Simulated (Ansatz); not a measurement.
A distorted cell of HgTe (zinc blende):

```xyz
2
Lattice="0.0000 3.2866 3.2866 3.2866 0.0000 3.2866 3.2866 3.2866 0.0000" Properties=species:S:1:pos:R:3 pbc="T T T"
Te     1.6433     1.6433     1.3633
Hg     0.0000     0.0000     0.0000
```

The numbers are results of r2SCAN (plane waves to 500 eV, PAW, scalar-relativistic; Ansatz, a first-principles code), not measurements. k mesh 7×7×7 (Γ-centred), Fermi-Dirac smearing 0.05 eV. The energy includes the smearing's −TS. Stress and pressure are positive under compression. With partly filled bands, energies and forces of such displacements shift with the k mesh and the smearing. At this level the bands of HgTe touch or barely overlap. HgTe was relaxed with its symmetry unable to fall. Spin-orbit coupling is left out, though Hg and Te are heavy.

Task: What forces act on the atoms (eV/Å, Cartesian)?

Result: 
| atom | Fx | Fy | Fz |
|---|---|---|---|
| Te1 | 0.000 | 0.000 | 0.781 |
| Hg2 | 0.000 | 0.000 | -0.781 |

Task: What is the stress tensor (GPa)?

Result: 
```
    1.5      2.7      0.0
    2.7      1.5      0.0
    0.0      0.0      0.5
```
The pressure, a third of the trace, is 1.1 GPa.

Task: In it atom 1 sits (0.000, 0.000, -0.280) Å away from its relaxed site. What is its energy relative to the relaxed cell?

Result: 111 meV/cell.

(For displaced atoms, the force is minus the slope of the energy, and its curvature is a force constant, which sets phonon frequencies.)
